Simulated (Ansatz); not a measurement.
HfO$_{2}$:
```
HfO2
1.0
    3.53706     0.00000     0.00000
    0.00000     3.53706     0.00000
    0.00000     0.00000     5.10232
Hf O
2 4
Direct
  0.00000   0.00000   0.00000
  0.50000   0.50000   0.50000
  0.00000   0.50000   0.20369
  0.00000   0.50000   0.70369
  0.50000   0.00000   0.29631
  0.50000   0.00000   0.79631
```

x, y and z are the axes in which the lattice vectors are written.

Problem. Give the high-frequency dielectric tensor and the Born effective charge tensors of the independent atoms from DFPT, the program Ansatz at the LDA level (PAW).

Solution. 
ε∞:
```
5.37  0.00  0.00
0.00  5.37  0.00
0.00  0.00  4.90
```
Z* of atom 1 (Hf), rows: field, columns: displacement, in e:
```
5.56  0.00  0.00
0.00  5.56  0.00
0.00  0.00  4.92
```
Z* of atom 3 (O), rows: field, columns: displacement, in e:
```
-2.16   0.00   0.00
 0.00  -3.41   0.00
 0.00   0.00  -2.46
```

Space group P4_2/nmc. This is a known high-temperature phase of the composition, computed here at zero pressure and temperature. The cell was relaxed with LDA under the symmetry of its start; whether a distortion lowers the energy is not shown. No spin polarisation was allowed. Spin–orbit coupling is left out wherever it is not named.

Potentials: the later of the program's two PAW sets.
